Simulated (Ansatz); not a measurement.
K (Fm-3m): elastic constants by finite strains

Computed with LDA, PAW on Ansatz 0.2.0's default frozen-core files (fitted under PBE), scalar-relativistic; not a measurement.

The cell comes from a PAW relaxation under the same functional.

The structure is one entry of a database and needn't be the stable phase.

Command:

```sh
ansatz run input.yaml --threads 1 --pin off --max-ram 2560MiB --backend cpu --events-out ev --progress --plain --runs-dir out
```

input.yaml:

```yaml
crystal:
  lattice:
    - [0.0, 3.18037514441, 3.18037514441]
    - [3.18037514441, 0.0, 3.18037514441]
    - [3.18037514441, 3.18037514441, 0.0]
  atoms:
    - { symbol: K, position: [0.0, 0.0, 0.0] }
kpoints:
  mp_grid: { grid: [18, 18, 18] }
scf:
  occupations: { method: fermi_dirac, width: 0.08 }
hamiltonian:
  xc: lda
  pseudopotentials: { kind: paw }
elastic:
  mode: relaxed_ion
  stencil: four_point
  amplitude: 0.005
```

Output:

```
Warning: RAYON_NUM_THREADS=1 ignored (pool sized by the plan → 1); use --threads N
Engine: ansatz 0.2.0, aarch64-unknown-linux-gnu
Pseudopotentials: kind: paw
Pseudopotential: K, paw, valence charge 9, recommended cutoff 420 eV (normal), K.paw.azcp
Functional definition: SPW92
  exchange = slater_x
  correlation = pw_c
Crystal: 1 atoms, lattice volume = 64.338 Å³
Basis set: ecut = 420 eV, 1243 PW (Γ)
Bands: 9, of which v1, the nominal top of the filled ones, is band 5 counted from 1 (4 counted from 0)
Symmetry: 48 space group operations
Space group: Fm-3m (ITA 225), of the structure as read, at distance tolerance 4.0e-5 Å
k-points: 195 of 5832
Non-local potential: K, projectors of the file, l = 0: 3, l = 1: 2, l = 2: 2
PAW form: soft (Blöchl's): semilocal exchange-correlation on the pseudo side does not see the compensation charge
PAW frozen core: K, regenerated for the run's functional, and the local potential with it (the file was generated under x = pbe(κ = 0.804, μ = 0.2195149727645171), c = pbe(β = 0.06672455060314922))
PAW one-centre angular grid: K, 110 points (default); XC on 64 Gauss nodes
Initial density: superposition of atomic densities (neutral atoms: chi_scale 0, normalization atom), corrected by the library's trained network
Initial wavefunctions: pseudopotential atomic-orbital guess
Functional: x = slater, c = lda
SCF iter   1: F=—  HF=-1496.259574 eV  |F-HF|=—  |Δ(HF+E_count)|=         —  Δρ=3.42e-3  dr2=2.43e-3  ethr=1.77e-3  ⟨swp⟩=5.0  Hψ=12815  notcnv=0
preconditioner: auto → none  [metal: Δε(μ)=0.017 eV  Ē_g=4.210 eV  σ=0.080 eV  W_gap=0.05  n_scr=8 (ndim 8)  ℏωp=4.6 eV  f_vac=0.000  D(μ)=0.73/eV (n_scr^D=0)  sad-step TF]
SCF iter   2: F=—  HF=-1496.258997 eV  |F-HF|=—  |Δ(HF+E_count)|=   5.77e-4  Δρ=1.87e-3  dr2=7.50e-4  ethr=2.70e-5  ⟨swp⟩=1.2  Hψ=3429  notcnv=0
SCF iter   3: F=—  HF=-1496.259040 eV  |F-HF|=—  |Δ(HF+E_count)|=   4.34e-5  Δρ=3.22e-4  dr2=6.54e-5  ethr=8.34e-6  ⟨swp⟩=1.0  Hψ=1770  notcnv=0
SCF iter   4: F=—  HF=-1496.259019 eV  |F-HF|=—  |Δ(HF+E_count)|=   2.16e-5  Δρ=9.36e-5  dr2=3.74e-6  ethr=7.27e-7  ⟨swp⟩=2.5  Hψ=2795  notcnv=0
SCF iter   5: F=—  HF=-1496.259021 eV  |F-HF|=—  |Δ(HF+E_count)|=   1.97e-6  Δρ=3.62e-5  dr2=6.73e-7  ethr=4.16e-8  ⟨swp⟩=2.0  Hψ=2649  notcnv=0
SCF iter   6: F=—  HF=-1496.259020 eV  |F-HF|=—  |Δ(HF+E_count)|=   3.08e-7  Δρ=6.90e-6  dr2=2.48e-8  ethr=7.48e-9  ⟨swp⟩=2.1  Hψ=2482  notcnv=0
SCF iter   7: F=—  HF=-1496.259020 eV  |F-HF|=—  |Δ(HF+E_count)|=   1.27e-8  Δρ=7.99e-7  dr2=3.23e-10  ethr=2.76e-10  ⟨swp⟩=2.0  Hψ=2483  notcnv=0
SCF iter   8: F=—  HF=-1496.259020 eV  |F-HF|=—  |Δ(HF+E_count)|=  1.69e-10  Δρ=6.25e-8  dr2=1.73e-12  ethr=3.59e-12  ⟨swp⟩=2.0  Hψ=2500  notcnv=0
SCF iter   9: F=-1496.259020 eV  HF=-1496.259020 eV  |F-HF|=4.55e-13  |Δ(HF+E_count)|=  9.09e-13  Δρ=1.90e-9  dr2=1.72e-15  ethr=1.00e-12  ⟨swp⟩=4.4  Hψ=5361  notcnv=0
SCF 1 converged in 9 iterations: F = -1496.259020 eV  dr2 = 1.72e-15
  greatest PAW one-centre occupation: 0.986 electrons in one spin orbital (limit 2), on the K atom at site 0 (counted from 0), in its partial waves of l = 0
Crystal: 1 atoms, lattice volume = 63.694 Å³
Symmetry: 16 space group operations
k-points: 480 of 5832
[... 58 lines left out ...]
SCF iter   1: F=—  HF=-1496.259005 eV  |F-HF|=—  |Δ(HF+E_count)|=         —  Δρ=1.20e-6  dr2=1.92e-11  ethr=1.00e-12  ⟨swp⟩=9.2  Hψ=68564  notcnv=0
SCF iter   2: F=—  HF=-1496.259005 eV  |F-HF|=—  |Δ(HF+E_count)|=   2.08e-9  Δρ=6.00e-7  dr2=4.80e-12  ethr=2.13e-13 (applied; sched 1.00e-12)  ⟨swp⟩=1.0  Hψ=14772  notcnv=0
SCF iter   3: F=-1496.259005 eV  HF=-1496.259005 eV  |F-HF|=2.27e-13  |Δ(HF+E_count)|=  6.95e-10  Δρ=9.89e-10  dr2=3.56e-16  ethr=1.00e-12  ⟨swp⟩=2.6  Hψ=24305  notcnv=0
SCF 9 converged in 3 iterations: F = -1496.259005 eV  dr2 = 3.56e-16
SCF converged after 9 iterations
Free energy (F): -1496.259020 eV
Harris-Foulkes:  -1496.259020 eV  (|F-HF|=4.55e-13)
Internal energy: -1496.243538 eV  (E = F + TS)
E sigma→0 (E₀):  -1496.251279 eV
Entropy (-TS):   -0.015483 eV (-15.483 meV/atom)
Fermi energy:    2.142638 eV
--- Per-component energies (eV) ---
  E_band       = -138.007658
  E_kinetic    = 251.930359
  E_local      = -725.738992  (includes V_loc(G=0)·N_el)
  E_nonlocal   = 15.794955
  E_hartree    = 256.072334
  E_xc         = -131.453911
  E_vxc        = -161.539857  (∫ρ·V_xc dr)
  E_paw        = -742.742519  (= ΣΔE_a)
  E_vpaw       = -30.598787  (= ΣTr[D̂ρ^β])
  E_aug_tail   = -0.000003  (compensation charges beyond the density's cutoff)
  E_ewald      = -420.363261
  E_core_change = 0.257500  (= ΣΔE_core)
  E_smearing   = -0.015483  (= −TS)
  E_closure    = 0.000000  (closes the sum)
  Σ components = -1496.259020   (vs F -1496.259020, Δ=0.00e0)
--- Forces (eV/Å), atoms counted from 1 ---
  atom   1  K     -0.00000000    -0.00000000    -0.00000000
  max |Σ_I F_I| component: 4.11e-33 eV/Å
--- Stress (GPa, compression-positive) ---
        0.003631      -0.000000       0.000000
        0.000000       0.003631       0.000000
        0.000000      -0.000000       0.003631
  P = ⅓ Tr σ = 0.0036 GPa (0.036 kbar)
--- Elastic constants: 2 strain directions × 4 members + reference (group order 48) ---
  dense FFT box of the reference and of every strained cell: 32×32×32
  strains applied: 11, 23; error gains: componentwise 1.00 (the most a stress slope's error grows in a printed constant), spectral 1.73 (1 for all six strains in a standard setting)
  C = ∂σ_k/∂η_j (tension-positive GPa; Voigt order 11 22 33 23 13 12):
         5.031      4.147      4.147     -0.000     -0.000     -0.000
         4.147      5.031      4.147     -0.000     -0.000     -0.000
         4.147      4.147      5.031     -0.000      0.000     -0.000
        -0.000      0.000     -0.000      3.058      0.000      0.000
         0.000      0.000     -0.000     -0.000      3.058      0.000
         0.000     -0.000     -0.000     -0.000      0.000      3.058
  reference stress σ⁰ (GPa):     -0.004     -0.004     -0.004      0.000     -0.000      0.000
  C* (energy form; C + prestress term) asymmetry max|C*_kj − C*_jk| = 1.158e-17 GPa — a small one proves nothing (zero by symmetry where the batch's group is 432, −43m or m−3m); a large one is finite-difference/SCF noise where ...
  moduli (Voigt/Reuss/Hill, GPa): K = 4.44/4.44/4.44   G = 2.01/0.91/1.46   E = 3.95   ν = 0.352
  mechanically stable: yes (min eigenvalue of sym C = 0.88 GPa)
  strain η (Voigt 11):  stress-route row diagonal C_11 = 5.03 GPa, energy-path curvature d²(F+E_count+ΔE)/dδ²/Ω₀ = 5.03 GPa
    cells at ±δ against ±2δ: C21 4.15 and 4.15 GPa, apart by 0.02 % of the column's largest entry
         δ    σ_11 (GPa)             F (eV)   n_scf  n_hpsi   n_pw
    -1.000e-2      -0.0546       -1496.2589039       7   86299   1271   relax 0 steps, max|allowed force component| 0.00e0 eV/Å
    -5.000e-3      -0.0290       -1496.2589877       3   67696   1279   relax 0 steps, max|allowed force component| 0.00e0 eV/Å
     5.000e-3       0.0214       -1496.2590024       3   66976   1295   relax 0 steps, max|allowed force component| 0.00e0 eV/Å
     1.000e-2       0.0460       -1496.2589346       6   72468   1299   relax 0 steps, max|allowed force component| 0.00e0 eV/Å
  strain η (Voigt 23):  stress-route row diagonal C_44 = 3.06 GPa, energy-path curvature d²(F+E_count+ΔE)/dδ²/Ω₀ = 3.06 GPa
    cells at ±δ against ±2δ: C44 3.06 and 3.06 GPa, apart by 0.01 % of the column's largest entry
         δ    σ_23 (GPa)             F (eV)   n_scf  n_hpsi   n_pw
    -1.000e-2      -0.0306       -1496.2589589       6  150914   1281   relax 0 steps, max|allowed force component| 0.00e0 eV/Å
    -5.000e-3      -0.0153       -1496.2590050       3  118971   1282   relax 0 steps, max|allowed force component| 0.00e0 eV/Å
     5.000e-3       0.0153       -1496.2590050       3  118536   1282   relax 0 steps, max|allowed force component| 0.00e0 eV/Å
     1.000e-2       0.0306       -1496.2589589       4  124800   1281   relax 0 steps, max|allowed force component| 0.00e0 eV/Å
```

The run converged.

Elastic moduli:

Elastic constants of a crystal by Kohn-Sham DFT: slopes of the stress over finite engineering strains of the given cell, Voigt indices, Cartesian axes as in the input; Hill averages of a grain aggregate, Debye temperature from the mean sound speed over directions.

| Item | Value |
| --- | --- |
| Bulk modulus | 4.441 GPa |
| Shear modulus | 1.46 GPa |
| Young modulus | 3.948 GPa |
| Poisson ratio | 0.3519 |
| Bulk over shear modulus | 3.042 |
| Elastic anisotropy index | 6.073 |
| Least young modulus | 1.284 GPa |
| Largest young modulus | 7.462 GPa |
| Longitudinal sound speed | 2516 m/s |
| Transverse sound speed | 1203 m/s |
| Elastic debye temperature | 94.6 K |
| Linear compressibility (x, y, z) | 75.05, 75.05, 75.05 1/TPa |
| Zener ratio | 6.916 |
| Cauchy pressure | 1.09 GPa |

**Strained cells**

Stress of each strained cell less that at rest, tension positive.

```csv
strain component,strain,stress xx (GPa),stress yy (GPa),stress zz (GPa),stress yz (GPa),stress xz (GPa),stress xy (GPa),relaxation steps
xx,-0.01,-0.051,-0.0428,-0.0428,0,0,0,0
xx,-0.005,-0.0254,-0.0211,-0.0211,0,0,0,0
xx,0.005,0.025,0.0204,0.0204,0,0,0,0
xx,0.01,0.0496,0.0402,0.0402,0,0,0,0
yz,-0.01,0.0002,-0.0006,-0.0006,-0.0306,0,0,0
yz,-0.005,0,-0.0002,-0.0002,-0.0153,0,0,0
yz,0.005,0,-0.0002,-0.0002,0.0153,0,0,0
yz,0.01,0.0002,-0.0006,-0.0006,0.0306,0,0,0
```

### Elastic constants

| Quantity | Value |
| --- | --- |
| Pressure at rest | 0.004 GPa |
| Least elastic eigenvalue | 0.88 GPa |
| Elastically stable | yes |

```csv
index,elastic (GPa)
11,5.03
12,4.15
44,3.06
```

Limits of these numbers: frozen-core PAW files fitted under PBE, their cores solved anew for the functional of the run; responses of metals move with mesh and smearing.

It took 2 min on 1 thread of Arm Neoverse V2, on a shared host, peak memory 0.75 GiB.
